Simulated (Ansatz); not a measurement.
An Ansatz input:

```yaml
crystal:
  lattice:
    - [3.2497087354, 0.0, 0.0]
    - [0.0, 3.2497087354, 0.0]
    - [0.0, 0.0, 3.2497087354]
  atoms:
    - { symbol: Yb, position: [0.0, 0.0, 0.0] }
hamiltonian:
  xc: pbesol
  pseudopotentials:
    kind: paw
    azcp:
      Yb: "pseudopotentials/Yb.paw.azcp"
basis:
  ecutwfc: 420
  fft_grid_basis: typed
kpoints:
  mp_grid: { grid: [16, 16, 16], shift: [0, 0, 0] }
magnetization:
  spin_polarized: false
scf:
  occupations: { method: fermi_dirac, width: 0.1 }
output:
  write_density: true
  write_potential: true
  elf: true
  volumetric_format: npy
```

and its output:

```
Warning: the record states the generating functional pbe (its physics header spells it `PBE`), which answers neither for hamiltonian.xc's functional nor for the pbesol family's — results may be inconsistent (PPs are generated against a specific XC)
Engine: ansatz 0.2.0, x86_64-unknown-linux-gnu
Pseudopotentials: kind: paw
Pseudopotential: Yb, paw, valence charge 24, recommended cutoff 420 eV (normal) 
Functional definition: PBEsol
  exchange = pbesol_x
  correlation = pbesol_c
Crystal: 1 atoms, lattice volume = 34.319 Å³
Basis set: ecut = 420 eV, 691 PW (Γ)
Bands: 16, of which v1, the nominal top of the filled ones, is band 12 counted from 1 (11 counted from 0)
Symmetry: 48 space group operations
Space group: Pm-3m (ITA 221), of the structure as read, at distance tolerance 3.2e-5 Å
k-points: 165 of 4096
Non-local potential: Yb, projectors of the file, l = 0: 3, l = 1: 2, l = 2: 2, l = 3: 3
PAW form: soft (Blöchl's): semilocal exchange-correlation on the pseudo side does not see the compensation charge
PAW frozen core: Yb, regenerated for the run's functional, and the local potential with it (the file was generated under x = pbe(κ = 0.804, μ = 0.2195149727645171), c = pbe(β = 0.06672455060314922))
PAW one-centre angular grid: Yb, 590 points (default); XC on 64 Gauss nodes
Initial density: superposition of atomic densities (neutral atoms: chi_scale 0, normalization atom), corrected by the library's trained network
Initial wavefunctions: pseudopotential atomic-orbital guess
Functional: x = pbesol(κ = 0.804, μ = 0.12345679012345678), c = pbesol(β = 0.046)
SCF iter   1: F=—  HF=-13676.023220 eV  |F-HF|=—  |Δ(HF+E_count)|=         —  Δρ=6.28e-3  dr2=1.43e-2  ethr=1.77e-3  ⟨swp⟩=5.4  Hψ=13579  notcnv=0
SCF iter   2: F=—  HF=-13676.017787 eV  |F-HF|=—  |Δ(HF+E_count)|=   5.43e-3  Δρ=3.93e-3  dr2=6.32e-3  ethr=5.96e-5  ⟨swp⟩=2.0  Hψ=5582  notcnv=0
SCF iter   3: F=—  HF=-13676.016812 eV  |F-HF|=—  |Δ(HF+E_count)|=   9.75e-4  Δρ=2.43e-3  dr2=2.18e-3  ethr=2.64e-5  ⟨swp⟩=1.0  Hψ=2661  notcnv=0
SCF iter   4: F=—  HF=-13676.016609 eV  |F-HF|=—  |Δ(HF+E_count)|=   2.03e-4  Δρ=1.29e-4  dr2=6.87e-6  ethr=9.09e-6  ⟨swp⟩=1.9  Hψ=3149  notcnv=0
SCF iter   5: F=—  HF=-13676.016563 eV  |F-HF|=—  |Δ(HF+E_count)|=   4.67e-5  Δρ=4.48e-5  dr2=8.92e-7  ethr=2.86e-8  ⟨swp⟩=3.1  Hψ=5907  notcnv=0
SCF iter   6: F=—  HF=-13676.016563 eV  |F-HF|=—  |Δ(HF+E_count)|=   2.12e-7  Δρ=2.37e-5  dr2=1.56e-7  ethr=3.72e-9  ⟨swp⟩=2.4  Hψ=4581  notcnv=0
SCF iter   7: F=-13676.016562 eV  HF=-13676.016562 eV  |F-HF|=3.96e-9  |Δ(HF+E_count)|=   8.07e-8  Δρ=4.38e-6  dr2=3.94e-9  ethr=4.17e-10  ⟨swp⟩=5.2  Hψ=10479  notcnv=0
SCF 1 converged in 7 iterations: F = -13676.016562 eV  dr2 = 3.94e-9
SCF converged after 7 iterations
Free energy (F): -13676.016562 eV
Harris-Foulkes:  -13676.016562 eV  (|F-HF|=3.96e-9)
Internal energy: -13675.944434 eV  (E = F + TS)
E sigma→0 (E₀):  -13675.980498 eV
Entropy (-TS):   -0.072129 eV (-72.129 meV/atom)
Fermi energy:    10.926633 eV
--- Per-component energies (eV) ---
  E_band       = 3.030115
  E_kinetic    = 355.653972
  E_local      = -6316.770230  (includes V_loc(G=0)·N_el)
  E_nonlocal   = 554.721658
  E_hartree    = 2748.797143
  E_xc         = -161.854307
  E_vxc        = -202.493658  (∫ρ·V_xc dr)
  E_paw        = -7236.820320  (= ΣΔE_a)
  E_vpaw       = 114.327383  (= ΣTr[D̂ρ^β])
  E_aug_tail   = 0.000002  (compensation charges beyond the density's cutoff)
  E_ewald      = -3620.801546
  E_core_change = 1.129194  (= ΣΔE_core)
  E_smearing   = -0.072129  (= −TS)
  E_closure    = -0.000000  (closes the sum)
  Σ components = -13676.016562   (vs F -13676.016562, Δ=0.00e0)
--- Band table (eV; the first three rows and the last of 165) ---
  k-point 0: bands = ["-40.8466", "-12.9421", "-12.9421", "-12.9421", "5.8862", "10.3633", "10.3633", "10.3633", "10.3940", "10.3940", "10.3940", "10.4727", "11.4199", "11.4199", "18.1305", "18.1305"]
  k-point 1: bands = ["-40.8454", "-12.9673", "-12.9400", "-12.9400", "5.9668", "10.3586", "10.3651", "10.3651", "10.3837", "10.3958", "10.3958", "10.4718", "11.4497", "11.4813", "17.9073", "17.9073"]
  k-point 2: bands = ["-40.8420", "-13.0382", "-12.9340", "-12.9340", "6.2018", "10.3463", "10.3599", "10.3692", "10.3692", "10.4020", "10.4020", "10.4692", "11.5349", "11.6408", "17.3893", "17.3893"]
  k-point 164: bands = ["-40.7526", "-13.4018", "-13.4018", "-13.4018", "10.2983", "10.3474", "10.3474", "10.3474", "10.4626", "10.4626", "10.4626", "11.2035", "11.2035", "11.2035", "17.0493", "19.0341"]
```

Command:

```sh
ansatz run input.yaml --threads 2 --pin off --max-ram 5120MiB --backend cpu --events-out ev --progress --plain --runs-dir out
```

On 2 threads of Intel(R) Xeon(R) Platinum 8488C (Sapphire Rapids) (shared host) this took about 3.3 s of wall time and 5.7 s of CPU time.
